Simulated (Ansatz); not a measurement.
Bi$_{2}$CuTe$_{3}$:
```
CELL_PARAMETERS angstrom
      4.20577     0.00000     0.00000
     -2.10288     3.64230     0.00000
      0.00000     0.00000    11.13544
ATOMIC_POSITIONS crystal
  Te 0.33333 0.66667 0.63031
  Bi 0.66667 0.33333 0.81051
  Te 0.00000 0.00000 0.00000
  Bi 0.33333 0.66667 0.18949
  Te 0.66667 0.33333 0.36969
  Cu 0.00000 0.00000 0.50000
```

Relaxed with r²SCAN+D4. Special points in fractions of this cell's reciprocal vectors: Γ (0.000, 0.000, 0.000); M (0.500, 0.000, 0.000); K (0.333, 0.333, 0.000); A (0.000, 0.000, 0.500); L (0.500, 0.000, 0.500); H (0.333, 0.333, 0.500).

Problem. List the band energies nearest the Fermi level at these points for DFT-r²SCAN+D4 in the program Ansatz with PAW potentials.

Solution. In eV from the Fermi level; about four levels below and three above (degenerate sets whole), none deeper than 8.9 eV; points with the same levels are listed once.

```csv
k,below,above
Γ,-1.28 -1.28 -0.93 -0.93 -0.35,0.72 0.98 0.98
M,-2.06 -1.86 -1.68 -0.57,1.42 1.45 1.97
K,-2.33 -2.33 -1.90 -1.90 -1.10,1.89 1.89 2.69
A,-1.56 -1.56 -1.34 -0.67 -0.67,0.62 0.62 1.25
L,-2.48 -1.07 -0.86 -0.45,0.21 0.60 1.36
H,-2.45 -2.45 -0.84 -0.84,0.29 0.29 0.31
```

Space group P-3m1. The cell is a constructed one: a structure type filled with these elements; neither database checked (COD, Materials Project) lists it. Whether it is the stable phase at ambient conditions was not checked. The r²SCAN+D4 relaxation kept the symmetry of its start; its stability against distortions is not shown here. No spin polarisation was allowed. With an odd number of electrons in the cell and no spin polarisation, the count alone makes it a metal. Scalar-relativistic: spin–orbit coupling is off unless named, which matters more the heavier the elements.

Potentials: the later of the program's two PAW sets.
